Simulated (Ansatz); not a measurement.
ZrRh (space group Pnma)

```xyz
8
Lattice="6.0551 0.0000 0.0000 0.0000 4.4395 0.0000 0.0000 0.0000 5.2519" Properties=species:S:1:pos:R:3 pbc="T T T"
Zr     4.9951     3.3296     4.5118
Zr     1.0600     1.1099     0.7400
Zr     4.0876     1.1099     1.8859
Zr     1.9676     3.3296     3.3659
Rh     2.7435     3.3296     0.8840
Rh     3.3116     1.1099     4.3679
Rh     0.2841     1.1099     3.5099
Rh     5.7711     3.3296     1.7419
```

E(V) scan at fixed shape, V₀ the volume above. The atoms relax within the cell's symmetry.

The numbers are results of PBEsol (plane waves to 420 eV, PAW, scalar-relativistic; Ansatz, a quantum-chemistry and plane-wave program), not measurements. k mesh 8×11×9 (Γ-centred), Fermi-Dirac smearing 0.05 eV. E stands for the smeared free energy. Compression counts positive. With the shape held, the modulus is that of even scaling; a crystal free to change shape is softer. ZrRh is run without spin polarisation. ZrRh was relaxed with its symmetry unable to fall. The zero of ΔE is the relaxed starting cell. The last digit holds for this mesh only.

| V (Å³/atom) | ΔE (meV/atom) |
|---|---|
| 15.883 | 115.8 |
| 16.324 | 62.1 |
| 16.765 | 26.3 |
| 17.206 | 6.3 |
| 17.647 | 0.0 |
| 18.088 | 5.7 |
| 18.530 | withheld |
| 18.971 | 47.5 |
| 19.412 | 80.9 |

Fit a third-order Birch-Murnaghan form (E₀, V₀, B₀, B₀′ free) to the given rows and predict ΔE at V = 18.530.

Least squares on the 8 given rows: ΔE = E₀ + (9V₀B₀/16)·y²·[2 + (B₀′ − 4)y], y = (V₀/V)^(2/3) − 1, with V₀ = 17.648 Å³/atom, B₀ = 174.3 GPa (160.2 GPa = 1 eV/Å³; the term in eV is multiplied by 1000), B₀′ = 4.36, E₀ = 0.01 meV/atom; root-mean-square residual 0.05 meV/atom. At 18.530 the fit gives 22.0 meV/atom; the calculation gives 22.0 meV/atom, the same to the digits shown. For the pressure the fit gives -7.6 GPa against the computed -7.6 GPa.

(A scan under strain: stresses follow from slopes of the energy per volume, elastic moduli from its curvatures.)
